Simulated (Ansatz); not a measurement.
ReC:
Space group Fm-3m (No. 225); a = b = c = 4.311 Å, α = β = γ = 90.00°

```csv
atom,site,symmetry,x,y,z
C,4a,m-3m,0.0000,0.0000,0.0000
Re,4b,m-3m,0.5000,0.5000,0.5000
```
(The calculation used a cell of 2 atoms; values per cell refer to that cell.)

Relaxed with PBEsol.

Which orbitals make up the states near the Fermi level in PBEsol (plane waves, PAW; program Ansatz)?

Within 0.5 eV of the Fermi level: Re 5d 82 %, C 2p 13 %. Projections are on Löwdin-orthogonalised atomic valence shells; empty p or d shells of many metals are not among them.

Tabulate the density of states.

States/eV per cell of 2 atoms, in 0.25 eV bins, energy from the Fermi level.

```tsv
E (eV)	total	Re 5d	C 2p	C 2s
-7.85	0.86	0.33	0.42	0.03
-7.60	0.70	0.27	0.34	0.02
-7.35	0.56	0.22	0.27	0.02
-7.10	0.88	0.43	0.39	0.02
-6.85	1.73	0.90	0.75	0.04
-6.60	4.55	2.34	2.00	0.07
-6.35	3.01	1.64	1.26	0.02
-6.10	2.00	1.09	0.85	0.02
-5.85	1.22	0.71	0.48	0.01
-5.60	0.93	0.54	0.37	0.01
-5.35	0.75	0.43	0.30	0.01
-5.10	0.62	0.35	0.26	0.01
-4.85	0.52	0.29	0.22	0.01
-4.60	0.44	0.24	0.19	0.00
-4.35	0.38	0.20	0.16	0.00
-4.10	0.33	0.18	0.14	0.00
-3.85	0.26	0.14	0.11	0.00
-3.60	0.31	0.19	0.11	0.00
-3.35	0.37	0.24	0.13	0.00
-3.10	0.47	0.30	0.15	0.00
-2.85	0.59	0.34	0.22	0.01
-2.60	0.71	0.40	0.27	0.01
-2.35	0.72	0.47	0.21	0.01
-2.10	0.76	0.53	0.19	0.01
-1.85	0.78	0.58	0.17	0.01
-1.60	0.81	0.62	0.15	0.01
-1.35	0.85	0.67	0.14	0.01
-1.10	0.90	0.73	0.13	0.01
-0.85	1.03	0.82	0.16	0.02
-0.60	1.19	0.95	0.18	0.02
-0.35	1.16	0.93	0.17	0.03
-0.10	1.76	1.46	0.23	0.04
0.15	1.95	1.63	0.24	0.04
0.40	1.68	1.37	0.23	0.04
0.65	1.23	0.95	0.22	0.03
0.90	0.91	0.62	0.23	0.02
1.15	1.73	1.10	0.47	0.04
1.40	3.79	2.77	0.79	0.04
1.65	1.58	1.02	0.49	0.02
1.90	0.52	0.29	0.19	0.02
2.15	0.50	0.26	0.18	0.03
2.40	0.52	0.27	0.18	0.03
2.65	0.57	0.28	0.19	0.04
2.90	0.57	0.28	0.18	0.05
3.15	0.56	0.27	0.18	0.05
3.40	0.55	0.25	0.18	0.05
3.65	0.53	0.24	0.17	0.05
3.90	0.51	0.23	0.17	0.05
4.15	0.47	0.21	0.16	0.06
4.40	0.73	0.33	0.17	0.14
4.65	0.80	0.34	0.18	0.14
```

The start of the workflow was typed in or built on a structure type; neither database checked (COD, Materials Project) lists it. Its standing as an ambient phase is unchecked. The PBEsol relaxation kept the symmetry of its start. At this level the phase is mechanically unstable. The run is not spin-polarised. Its formation energy is positive at this level, so the cell may be metastable or incomplete. Spin–orbit coupling is left out wherever it is not named.

Potentials: the later of the program's two PAW sets.
